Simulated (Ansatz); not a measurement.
A geometry of SnO2 away from equilibrium: the start of the relaxation of a generated cell, SnO2 built in the pyrite structure type. Level of theory: r2SCAN (plane waves to 500 eV, PAW, scalar-relativistic; Ansatz, a first-principles code). Γ-centred k-mesh 4×4×4 on the run's cell (coarser than for final values), Fermi–Dirac smearing 0.05 eV.

```xyz
12
Lattice="4.8691 0.0000 0.0000 0.0000 4.8691 0.0000 0.0000 0.0000 4.8691" Properties=species:S:1:pos:R:3 pbc="T T T"
Sn     0.0000     0.0000     0.0000
Sn     2.4345     2.4345     0.0000
Sn     0.0000     2.4345     2.4345
Sn     2.4345     0.0000     2.4345
O      1.8751     1.8751     1.8751
O      4.3096     0.5595     2.9940
O      2.9940     4.3096     0.5595
O      0.5595     2.9940     4.3096
O      2.9940     2.9940     2.9940
O      0.5595     4.3096     1.8751
O      1.8751     0.5595     4.3096
O      4.3096     1.8751     0.5595
```

Q: Which atoms carry the largest force, and which way does it point?

A: 5.89 eV/Å, on O5, O6, O7, O8, O9, O10, O11, O12 (atoms numbered as listed); on O5 its components are (-3.40, -3.40, -3.40).

Q: What is the pressure?

A: +44.2 GPa, compression positive.

No spin polarisation in the result.

The run could not lose the symmetry of its start.

The first start was generated by placing the elements on the sites of a structure type. Materials Project lists a structure of SnO2 in the same space group, Pa-3 (No. 205); the sites were not compared with it, nor with measured phases. Known forms of SnO2 include space group No. 136.
